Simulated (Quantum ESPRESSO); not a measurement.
## One change at a time to Al2In2MgWZr2

Calculated results; nothing here was measured. They come from Quantum ESPRESSO 7.5, a public plane-wave density functional program. Each row is one single-point run on a made-up periodic cell of eight metal atoms, with elements, volume, strain and displacements drawn at random and not relaxed, so a cell may be unstable or far from any real phase. There is no spin polarisation or spin-orbit coupling.

Settings: PBE unless stated; PseudoDojo standard norm-conserving files; Fermi-Dirac width 0.25 eV, which means electrons at about 2900 K; cutoff 1143 eV; 5 x 4 x 4 k mesh shifted half a step off Gamma. E is the free energy of the whole cell (internal energy minus TS), so a -TS column is already part of it. Stress is positive in tension, and the pressure P is minus a third of its trace.

Checks: one run of this series was repeated at a higher cutoff and on a denser mesh, which moved values by no more than 0.002 eV, 0.06 GPa and 0.006 eV/Å, and a second program with other atomic files agreed on it to 2 % rms in force and 0.5 GPa in pressure. Known limits: heavy elements are run without spin-orbit coupling, which real alloys of them have; a spin test at this wide smearing found no moment, but such smearing suppresses magnetism that the real alloy may have.

The lattice is face-centred cubic, and the cell vectors in Å are (-2.164, -4.439, -2.173); (-4.510, 2.286, 2.223); (-0.033, 4.503, -4.442), a volume of 176.88 Å³ in run 1. The elements on sites 1 to 8 are Al In W Al In Zr Mg Zr. Each later run makes one change to run 1 and keeps the rest. E is counted from run 1, and is n/a where other atomic files have another zero of energy.

| run | change | V (Å³) | P (GPa) | -TS (eV) | rms force (eV/Å) | largest change of a force component (eV/Å) | E (eV) |
|---|---|---|---|---|---|---|---|
| 1 | none | 176.88 | -5.51 | -1.442 | 0.841 | 0.000 | 0.000 |
| 2 | sites 1 and 2 exchanged | 176.88 | -5.95 | -1.443 | 0.756 | 0.670 | -0.174 |
| 3 | all lengths scaled by -1.53 % | 168.89 | -2.21 | -1.376 | 0.960 | 0.373 | -0.196 |
| 4 | LDA in place of PBE | 176.88 | -10.52 | -1.462 | 0.749 | 0.326 | n/a |
| 5 | Ir on site 4 | 176.88 | -8.93 | -1.656 | 0.890 | 0.623 | n/a |
| 6 | site 2 moved by -0.22 Å along z | 176.88 | -5.54 | -1.450 | 0.784 | 0.711 | ? |

## Worked estimate

Along the move dE = -F dx. The force on site 2 along z is -0.589 eV/Å in run 1 and 0.122 eV/Å in run 6, and the move is -0.22 Å, so the mean force times the move gives an estimate.

## Withheld value

Question: what E should run 6 give?

The estimate is -0.051 eV. The calculation gave -0.052 eV.
